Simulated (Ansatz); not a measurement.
A geometry of Si$_{2}$W away from equilibrium: the start of the relaxation of a relaxed Si2W cell shaken by Gaussian noise of σ = 0.08 Å a coordinate. Level of theory: r2SCAN (plane waves to 500 eV, PAW, scalar-relativistic; Ansatz, a program for electronic structure). Γ-centred k-mesh 6×6×4 on the run's cell (coarser than for final values), Fermi–Dirac smearing 0.05 eV.

```xyz
9
Lattice="4.5805 0.0000 0.0000 -2.2903 3.9669 0.0000 0.0000 0.0000 6.6111" Properties=species:S:1:pos:R:3 pbc="T T T"
W      2.1310    -0.0190     0.0418
W      1.0065     1.8240     2.2679
W     -1.1773     1.9094     4.3808
Si     0.0352     1.3535    -0.0703
Si     3.3528     0.7328     2.2180
Si     1.1337     3.2481     4.3087
Si     2.2306     2.7083    -0.0110
Si    -1.1108     3.3471     2.3153
Si     1.1318     0.6063     4.4054
```

Which atoms carry the largest force, and which way does it point?

3.51 eV/Å, on W2 (atoms numbered as listed); on W2 its components are (1.48, 2.82, -1.46).

What is the pressure?

+4.3 GPa, compression positive.

How far above the relaxed end point is this geometry?

0.10 eV/atom; the path ends in P6₂22 (No. 180) (AFLOW prototype AB2_hP9_180_d_j (C40, as in CrSi2)).

No spin polarisation in the result.

The first start was generated by placing the elements on the sites of a structure type. Materials Project lists a structure of Si2W in the same space group, P6₂22 (No. 180); the sites were not compared with it, nor with measured phases. Known forms of Si2W include space group No. 139.
